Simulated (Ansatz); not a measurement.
Bi₂Te₃ under strain — 209Bi NMR of the central transition

Cell: an entry of the Crystallography Open Database (COD), relaxed with PBE at fixed cell and then changed (z stretched by 2 %, ions relaxed).

```
Bi Te
1.0
     2.19300    1.26613   10.36898
    -2.19300    1.26613   10.36898
     0.00000   -2.53226   10.36898
Bi Te
2 3
Direct
  0.39923 0.39923 0.39923
  0.60077 0.60077 0.60077
  0.00000 0.00000 0.00000
  0.21142 0.21142 0.21142
  0.78858 0.78858 0.78858
```

Sites (sets of like atoms) are named by element and the number of their first atom in this list.

Method: Kohn–Sham DFT in Ansatz, PBE, plane waves and PAW, scalar-relativistic, 420 eV cutoff, Γ-centred 12×12×12 k-points, Fermi–Dirac smearing 0.02 eV.

209Bi has I = 9/2 and Q = -516.0 mb (Pyykkö 2018); at 18.8 T its Larmor frequency is ν₀ = 130.9 MHz (from the bare nuclear moment; shielding lowers the observed one by a per cent or two). Only the quadrupole interaction is simulated: positions count from each site's isotropic chemical shift, and J coupling is left out, as are shift anisotropy and dipolar coupling, which fast spinning averages.

Simulated pattern of one Bi site (fast magic-angle spinning, Gaussian broadening 0.6 kHz):

```tsv
offset (kHz)	height
-36.93	0
-36.06	0
-35.19	3
-34.33	4
-33.46	4
-32.59	4
-31.72	4
-30.86	5
-29.99	5
-29.12	5
-28.25	5
-27.39	5
-26.52	5
-25.65	5
-24.78	5
-23.92	6
-23.05	7
-22.18	71
-21.32	67
-20.45	46
-19.58	40
-18.71	35
-17.85	34
-16.98	32
-16.11	32
-15.24	31
-14.38	31
-13.51	31
-12.64	32
-11.77	33
-10.91	34
-10.04	35
-9.17	38
-8.30	42
-7.44	48
-6.57	60
-5.70	100
-4.83	66
-3.97	0
-3.10	0
```

Task: Which |C_Q| and η does the pattern imply?

Result: The pattern spans 30.4 kHz before broadening and its centre of gravity is at -14.2 kHz, which fixes P_Q; the places of the horns and steps fix η. That gives P_Q = 36.5 MHz, |C_Q| = 36.5 MHz and η = 0.00. The sign of C_Q can't be read from the pattern.

An axis of threefold or higher order runs through Bi, so V_zz lies along it and η is zero.

Spin–orbit coupling is left out, which shifts gradients on Bi by a few per cent in wide-gap crystals, and can shift them far more where the calculated gap is small or absent, as here. Newer work puts Q(²⁰⁹Bi) near −420 mb, which would lower these couplings by about a fifth. With a gap of 0.4 eV on this mesh, the gradients can still move by some per cent as the k-mesh gets denser.

The relaxation (3 steps) took 4.1 min of wall time (4.1 min of CPU time) and 1.5 GiB at its peak, on 1 thread of Intel Xeon Platinum 8259CL CPU @ 2.50GHz (Skylake/Cascade Lake) (x86_64; 16 cores open to the job, memory cap 3.0 GiB, no GPU), a shared host with a load of 0.4 a core.
